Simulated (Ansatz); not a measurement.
Consider the following.

Mg:
```cif
data_Mg7
_chemical_formula_sum 'Mg7'
_space_group_name_H-M_alt 'P 1'
_space_group_IT_number 1
_cell_length_a 5.75221
_cell_length_b 5.75221
_cell_length_c 5.68308
_cell_angle_alpha 90.000
_cell_angle_beta 90.000
_cell_angle_gamma 120.000
loop_
_space_group_symop_operation_xyz
  'x, y, z'
loop_
_atom_site_label
_atom_site_type_symbol
_atom_site_fract_x
_atom_site_fract_y
_atom_site_fract_z
_atom_site_occupancy
Mg1 Mg 0.00000 0.00000 0.25408 1
Mg2 Mg 0.00000 0.00000 0.74592 1
Mg3 Mg 0.33333 0.66667 0.50000 1
Mg4 Mg 0.66667 0.33333 0.50000 1
Mg5 Mg 0.00000 0.50000 0.00000 1
Mg6 Mg 0.50000 0.00000 0.00000 1
Mg7 Mg 0.50000 0.50000 0.00000 1
```

This is the PBEsol-relaxed structure.

Q: All from PBEsol in the plane-wave PAW code Ansatz, unless another level is named. Estimate the bulk modulus (Birch–Murnaghan fit).

A: 34.9 GPa.

Q: Predict the highest zone-centre frequency.

A: 362 cm^-1.

Space group P6/mmm. The start of the workflow was typed in or built on a structure type; the Crystallography Open Database copy checked does not list it. It is not the phase usual at ambient conditions (space group No. 194). The PBEsol relaxation kept the symmetry of its start; its stability against distortions is not shown here. As this level gives no gap, phonon frequencies hold no LO–TO term and depend on the k-mesh and smearing (Fermi–Dirac, 0.1 eV here).

Potentials: the later of the program's two PAW sets.
